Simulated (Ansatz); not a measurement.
TiSi in space group Cmmm (No. 65; Ti on 2b, Si on 2d), LDA in the plane-wave PAW code Ansatz, all energies at zero smearing, with the estimated change up to a 700 eV cutoff added, with one set of potentials and settings (totals compare only within such a set). Cell of 2 atoms (1 Ti, 1 Si): -3060.223 eV.

```tsv
element	reference phase	E (eV/atom)
Ti	P6/mmm, 3 atoms in the cell	-2450.3338
Si	Fd-3m, 2 atoms in the cell	-608.6500
```

Formation energy per atom, worked out: (-3060.223 − 1×(-2450.3338) − 1×(-608.6500))/2 = -0.620 eV/atom (-60 kJ per mol of atoms), at 0 K, without zero-point energy or fitted corrections.

The first step of the workflow began from a Materials Project structure, measured or hypothetical; the Crystallography Open Database copy checked does not list it. COD files the formula under space group No. 25. Whether it is the stable phase at ambient conditions was not checked. The cell was relaxed with LDA under the symmetry of its start; whether a distortion lowers the energy is not shown. The run is not spin-polarised. The references are the lowest solids computed at this level, not always the standard phases.

Potentials: the earlier of the program's two PAW sets. The files were generated under PBE; for other functionals the program regenerates the frozen cores, and for LDA and PBEsol the local potential too.
